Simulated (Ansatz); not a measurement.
Starting cell, AgCl (rock salt):

```xyz
4
Lattice="0.0000 5.5450 5.5450 2.7725 0.0000 2.7725 2.7725 2.7725 0.0000" Properties=species:S:1:pos:R:3 pbc="T T T"
Cl     0.0000     0.0000     0.0000
Cl     2.7725     5.5450     2.7725
Ag     2.7725     2.7725     2.7725
Ag     2.7725     5.5450     5.5450
```

The atoms are displaced by Q × the pattern below (from a DFPT mode at L = (0.5, 0.0, 0.0), largest move 1; Q in Å), at fixed cell. (q is in reciprocal vectors of the primitive cell; the cell shown is doubled to hold the pattern.)

```
atom       x       y       z
----  ------  ------  ------
Ag3   -0.577   0.577   0.577
Ag4    0.577  -0.577  -0.577
```

Atoms not listed stay in place.

Level of theory: r2SCAN (plane waves to 500 eV, PAW, scalar-relativistic; Ansatz, an electronic-structure program). k mesh 5×10×10 (Γ-centred), Fermi-Dirac smearing 0.05 eV. AgCl was relaxed with its symmetry unable to fall. 

```json
[
 {"Q (Å)": "-0.180", "−dE/dQ from forces (eV/Å)": "1.384"},
 {"Q (Å)": "-0.150", "−dE/dQ from forces (eV/Å)": "1.157"},
 {"Q (Å)": "-0.120", "−dE/dQ from forces (eV/Å)": "0.929"},
 {"Q (Å)": "-0.090", "−dE/dQ from forces (eV/Å)": "0.698"},
 {"Q (Å)": "-0.060", "−dE/dQ from forces (eV/Å)": "0.466"},
 {"Q (Å)": "-0.030", "−dE/dQ from forces (eV/Å)": "0.233"},
 {"Q (Å)": "0.000", "−dE/dQ from forces (eV/Å)": "0.000"},
 {"Q (Å)": "0.030", "−dE/dQ from forces (eV/Å)": "-0.233"},
 {"Q (Å)": "0.060", "−dE/dQ from forces (eV/Å)": "-0.466"},
 {"Q (Å)": "0.090", "−dE/dQ from forces (eV/Å)": "-0.698"},
 {"Q (Å)": "0.120", "−dE/dQ from forces (eV/Å)": "-0.929"},
 {"Q (Å)": "0.150", "−dE/dQ from forces (eV/Å)": "-1.157"},
 {"Q (Å)": "0.180", "−dE/dQ from forces (eV/Å)": "-1.384"}
]
```

### Question
What harmonic wavenumber does the curvature at Q = 0 give?

### Answer
99 cm⁻¹. E″ = 7.78 eV/Å², M = Σ mᵢ|uᵢ|² = 215.7 u, ν̃ = 521.5·√(|E″|/M).

(For displaced atoms, the force is minus the slope of the energy, and its curvature is a force constant, which sets phonon frequencies.)
